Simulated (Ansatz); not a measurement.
SnTe:
```
SnTe
1.0
    0.00000     3.20477     3.20477
    3.20477     0.00000     3.20477
    3.20477     3.20477     0.00000
Sn Te
1 1
Direct
  0.00000   0.00000   0.00000
  0.50000   0.50000   0.50000
```

DFT-PBE in the program Ansatz with PAW potentials gives a gap of 0.05 eV without spin–orbit coupling, maximum at L, minimum at L.

Question: What happens when spin–orbit coupling is switched on?

Answer: The gap grows by 0.06 eV, to 0.11 eV; maximum at L, minimum at L. The small gap may have closed and reopened with inverted band order, as semilocal functionals often give for heavy narrow-gap crystals.

Space group Fm-3m (rock salt). Symmetry was held in the PBE relaxation.

Potentials: the earlier of the program's two PAW sets.
